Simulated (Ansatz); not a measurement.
## Collinear states of TiCl$_{2}$

Theory: DFT r2SCAN, scalar-relativistic, plane waves, PAW (Ansatz).

```xyz
3
Lattice="0.0000 3.0585 3.0585 3.0585 0.0000 3.0585 3.0585 3.0585 0.0000" Properties=species:S:1:pos:R:3 pbc="T T T"
Ti    0.0000    0.0000    0.0000
Cl    1.5293    1.5293    1.5293
Cl    4.5878    4.5878    4.5878
```

The plane-wave cutoff is 500 eV, the Γ-centred k-mesh is 8×8×8 and the occupation rule is Gaussian smearing, 0.02 eV. The list of starting moments (μB, in atom order) is 1 0 0. The check for lower electronic states after the SCF is asked for but not made.

All runs keep this geometry, which isn't relaxed for the lowest state (largest force there 0.000 eV/Å, pressure 5.0 GPa; forces reach 0.03 eV/Å in another state) and needn't be a stable compound; relaxing each order would shift the differences by some 10 meV/atom, going by the pressures and a bulk modulus of about 150 GPa. A propagation vector, in units of the reciprocal vectors, doubles the cell, which takes an equally dense mesh. Site moments are spin moments in atom-centred spheres that scale with the neighbour distance. The states are those that the runs reached from these starts; a lower one can exist.

Starts tried: no spin; ferromagnetic; antiferromagnetic, doubled cell, propagation vector (0, 0, 1/2). Which state comes out lowest, and what are the moments?

The lowest state is ferromagnetic, reached from the start “ferromagnetic”, with site moments (μB) Ti +1.60.

```
                                                          start ends energy above lowest (meV/atom) site moments (μB) gap on mesh (eV) P (GPa)
                                                        no spin non-magnetic                             438      none over 0.05             metal      1.1
                                                  ferromagnetic ferromagnetic                            0.00            Ti +1.60              1.86      5.0
antiferromagnetic, doubled cell, propagation vector (0, 0, 1/2) antiferromagnetic                            6.49  Ti +1.57, Ti -1.57              1.98      5.2
```

Cost: 3 runs of about 1.1 core-minutes in all, on Arm Neoverse V2 (shared hosts).